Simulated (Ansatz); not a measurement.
The start is a randomly generated symmetric cell of TiAu (space group No. 225). Cell shape, volume and atoms are optimised at zero target pressure with PBE (plane waves to 420 eV, PAW, scalar-relativistic; Ansatz, a quantum-chemistry and plane-wave program). The first steps use a coarse 11×11×11 k-mesh.

Initial structure:
```yaml
crystal:
  lattice:
    - [0.00000, 2.67296, 2.67296]
    - [2.67296, 0.00000, 2.67296]
    - [2.67296, 2.67296, 0.00000]
  atoms:
    - { symbol: Au, position: [0.50000, 0.50000, 0.50000] }
    - { symbol: Ti, position: [0.00000, 0.00000, 0.00000] }
```

### Question
By how much does the energy per atom fall from start to end?

### Answer
Under 0.01 eV/atom.

### Question
How does the volume per atom move from start to end?

### Answer
+2.2 %, from 19.10 to 19.52 Å³/atom.

### Question
Is the relaxed structure metallic? Give its gap.

### Answer
No gap (metallic).

### Question
Write out the relaxed structure.

### Answer

```cif
data_Au4Ti4
_chemical_formula_sum 'Au4 Ti4'
_space_group_name_H-M_alt 'Fm-3m'
_space_group_IT_number 225
_space_group_name_Hall '-F 4 2 3'
_cell_length_a 5.38501
_cell_length_b 5.38501
_cell_length_c 5.38501
_cell_angle_alpha 90.000
_cell_angle_beta 90.000
_cell_angle_gamma 90.000
loop_
_atom_site_label
_atom_site_type_symbol
_atom_site_symmetry_multiplicity
_atom_site_Wyckoff_symbol
_atom_site_fract_x
_atom_site_fract_y
_atom_site_fract_z
_atom_site_occupancy
Au1 Au 4 b 0.50000 0.50000 0.50000 1
Ti1 Ti 4 a 0.00000 0.00000 0.00000 1
```
(The calculation used a cell of 2 atoms; values per cell refer to that cell.)

The space group stays Fm-3m (No. 225) (the run could not lower it); the end is rock salt type, with 2 atoms in the primitive cell. Final values are on a 15×15×15 k-mesh of the relaxed cell. No spin polarisation in the result.

The run could not lose the symmetry of its start: the end is stationary, and may be a saddle point rather than a minimum.

All atoms sit on sites fixed by symmetry, so only the cell could relax.

The relaxed structure here is a generated cell of TiAu: the first start was made by a random draw of sites in a space group, and the end was not matched to a known phase here, so it may be hypothetical.
